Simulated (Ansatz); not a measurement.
Fe:
```
Fe
1.0
   -1.41572     1.41572     1.41572
    1.41572    -1.41572     1.41572
    1.41572     1.41572    -1.41572
Fe
1
Direct
  0.00000   0.00000   0.00000
```
Starting moments (μB, in the order of the atoms Fe): 2.2.

Relaxed with PBE.

Problem. Which orbitals make up the states near the Fermi level in the program Ansatz at the PBE level (PAW)?

Solution. Within 0.5 eV of the Fermi level: Fe 3d 90 %, Fe 4s 5 %. Projections are on Löwdin-orthogonalised atomic valence shells; empty p or d shells of many metals are not among them.

Problem. Tabulate the density of states.

Solution. States/eV per cell of 1 atom, in 0.25 eV bins, energy from the Fermi level.

| E (eV) | total | Fe 3d | Fe 4s |
|---|---|---|---|
| -7.85 | 0.05 | 0.00 | 0.05 |
| -7.60 | 0.07 | 0.00 | 0.06 |
| -7.35 | 0.08 | 0.00 | 0.07 |
| -7.10 | 0.09 | 0.00 | 0.08 |
| -6.85 | 0.10 | 0.00 | 0.09 |
| -6.60 | 0.11 | 0.00 | 0.10 |
| -6.35 | 0.13 | 0.01 | 0.11 |
| -6.10 | 0.14 | 0.01 | 0.12 |
| -5.85 | 0.16 | 0.02 | 0.14 |
| -5.60 | 0.18 | 0.03 | 0.15 |
| -5.35 | 0.22 | 0.05 | 0.17 |
| -5.10 | 0.29 | 0.10 | 0.19 |
| -4.85 | 0.59 | 0.36 | 0.23 |
| -4.60 | 0.75 | 0.51 | 0.22 |
| -4.35 | 1.01 | 0.77 | 0.22 |
| -4.10 | 0.97 | 0.76 | 0.19 |
| -3.85 | 0.78 | 0.61 | 0.15 |
| -3.60 | 0.71 | 0.56 | 0.14 |
| -3.35 | 1.94 | 1.78 | 0.13 |
| -3.10 | 1.46 | 1.31 | 0.12 |
| -2.85 | 1.60 | 1.42 | 0.13 |
| -2.60 | 2.12 | 1.91 | 0.15 |
| -2.35 | 1.37 | 1.25 | 0.07 |
| -2.10 | 0.70 | 0.63 | 0.03 |
| -1.85 | 1.44 | 1.34 | 0.02 |
| -1.60 | 1.90 | 1.79 | 0.03 |
| -1.35 | 2.55 | 2.42 | 0.04 |
| -1.10 | 3.27 | 3.13 | 0.06 |
| -0.85 | 3.35 | 3.16 | 0.09 |
| -0.60 | 1.79 | 1.65 | 0.07 |
| -0.35 | 1.14 | 1.02 | 0.05 |
| -0.10 | 0.98 | 0.89 | 0.05 |
| 0.15 | 0.88 | 0.80 | 0.04 |
| 0.40 | 0.52 | 0.45 | 0.04 |
| 0.65 | 0.68 | 0.61 | 0.05 |
| 0.90 | 0.91 | 0.83 | 0.05 |
| 1.15 | 1.14 | 1.05 | 0.06 |
| 1.40 | 1.54 | 1.45 | 0.06 |
| 1.65 | 1.35 | 1.25 | 0.06 |
| 1.90 | 2.64 | 2.52 | 0.07 |
| 2.15 | 1.14 | 1.01 | 0.08 |
| 2.40 | 0.68 | 0.55 | 0.09 |
| 2.65 | 0.38 | 0.24 | 0.09 |
| 2.90 | 0.34 | 0.18 | 0.09 |
| 3.15 | 0.32 | 0.15 | 0.09 |
| 3.40 | 0.30 | 0.13 | 0.09 |
| 3.65 | 0.29 | 0.11 | 0.09 |
| 3.90 | 0.27 | 0.10 | 0.08 |
| 4.15 | 0.26 | 0.08 | 0.08 |
| 4.40 | 0.24 | 0.07 | 0.07 |
| 4.65 | 0.23 | 0.06 | 0.07 |

Space group Im-3m (bcc (W type)). The cell was relaxed with PBE under the symmetry of its start. The final state is ferromagnetic, chosen from 3 collinear starts compared on coarse meshes (ties went to the first, and starts can fall back to one state), not a proven ground state. Textbook magnetic order: ferromagnetic.

Potentials: the earlier of the program's two PAW sets.
